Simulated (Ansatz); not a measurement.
NaF:
```cif
data_FNa
_chemical_formula_sum 'Na1 F1'
_space_group_name_H-M_alt 'P 1'
_space_group_IT_number 1
_cell_length_a 3.27310
_cell_length_b 3.27310
_cell_length_c 3.27310
_cell_angle_alpha 60.000
_cell_angle_beta 60.000
_cell_angle_gamma 60.000
loop_
_space_group_symop_operation_xyz
  'x, y, z'
loop_
_atom_site_label
_atom_site_type_symbol
_atom_site_fract_x
_atom_site_fract_y
_atom_site_fract_z
_atom_site_occupancy
Na1 Na 0.00000 0.00000 0.00000 1
F1 F 0.50000 0.50000 0.50000 1
```

Relaxed with PBEsol.

Question: Which orbitals make up the states near the band edges in PBEsol (plane waves, PAW; program Ansatz)?

Answer: Top 1 eV of the valence band: F 2p 98 %. Bottom 1 eV of the conduction band: Na 3s 74 %, F 2s 18 %. Projections are on Löwdin-orthogonalised atomic valence shells; empty p or d shells of many metals are not among them.

Question: Tabulate the density of states.

Answer: States/eV per cell of 2 atoms, in 0.25 eV bins, energy from the valence-band maximum.

```tsv
E (eV)	total	F 2p	Na 3s	F 2s
-1.80	0.00	0.00	0.00	0.00
-1.55	0.59	0.53	0.05	0.00
-1.30	4.00	3.72	0.23	0.01
-1.05	2.55	2.37	0.13	0.01
-0.80	2.02	1.94	0.04	0.01
-0.55	4.14	4.06	0.03	0.00
-0.30	8.98	8.89	0.01	0.00
-0.05	1.72	1.71	0.00	0.00
0.20	0.00	0.00	0.00	0.00
0.45	0.00	0.00	0.00	0.00
0.70	0.00	0.00	0.00	0.00
0.95	0.00	0.00	0.00	0.00
1.20	0.00	0.00	0.00	0.00
1.45	0.00	0.00	0.00	0.00
1.70	0.00	0.00	0.00	0.00
1.95	0.00	0.00	0.00	0.00
2.20	0.00	0.00	0.00	0.00
2.45	0.00	0.00	0.00	0.00
2.70	0.00	0.00	0.00	0.00
2.95	0.00	0.00	0.00	0.00
3.20	0.00	0.00	0.00	0.00
3.45	0.00	0.00	0.00	0.00
3.70	0.00	0.00	0.00	0.00
3.95	0.00	0.00	0.00	0.00
4.20	0.00	0.00	0.00	0.00
4.45	0.00	0.00	0.00	0.00
4.70	0.00	0.00	0.00	0.00
4.95	0.00	0.00	0.00	0.00
5.20	0.00	0.00	0.00	0.00
5.45	0.00	0.00	0.00	0.00
5.70	0.00	0.00	0.00	0.00
5.95	0.00	0.00	0.00	0.00
6.20	0.00	0.00	0.00	0.00
6.45	0.03	0.00	0.03	0.01
6.70	0.06	0.00	0.04	0.01
6.95	0.07	0.00	0.05	0.01
7.20	0.09	0.01	0.07	0.01
7.45	0.11	0.01	0.08	0.02
7.70	0.13	0.01	0.10	0.02
7.95	0.15	0.01	0.11	0.02
8.20	0.17	0.02	0.13	0.02
8.45	0.19	0.02	0.15	0.02
8.70	0.21	0.02	0.17	0.02
8.95	0.24	0.02	0.19	0.02
9.20	0.26	0.02	0.21	0.02
9.45	0.29	0.03	0.23	0.02
9.70	0.32	0.03	0.26	0.02
9.95	0.35	0.03	0.28	0.02
10.20	0.39	0.03	0.30	0.01
10.45	0.44	0.03	0.32	0.01
10.70	0.53	0.02	0.33	0.01
10.95	0.52	0.02	0.31	0.01
```

Space group Fm-3m (rock salt). The PBEsol relaxation kept the symmetry of its start; phonons on a q-mesh show no instability.

Potentials: the later of the program's two PAW sets.
